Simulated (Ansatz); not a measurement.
Consider the following.

TiSi$_{2}$:
```
TiSi2
1.0
    0.00000     4.08841     4.25386
    2.37805     0.00000     4.25386
    2.37805     4.08841     0.00000
Ti Si
2 4
Cartesian
  2.37805   4.08841   4.25386
  3.56708   6.13262   6.38079
  2.37805   6.84125   4.25386
  2.37805   1.33558   4.25386
  1.18903   3.37978   2.12693
  1.18903   0.70863   2.12693
```

This is the PBEsol-relaxed structure.

All from the program Ansatz at the PBEsol level (PAW), unless another level is named. Give the electronic character.

metallic (no gap).

Next, the formation energy from the elements (no fitted shifts)?

-0.67 eV/atom.

And the density of states at the Fermi level?

0.38 states/eV per atom (mean over ±0.08 eV).

Space group Fddd. Symmetry was held in the PBEsol relaxation. No spin polarisation was allowed. The references are the lowest solids computed at this level, not always the standard phases.

Potentials: the earlier of the program's two PAW sets. The files were generated under PBE; for other functionals the program regenerates the frozen cores, and for LDA and PBEsol the local potential too.
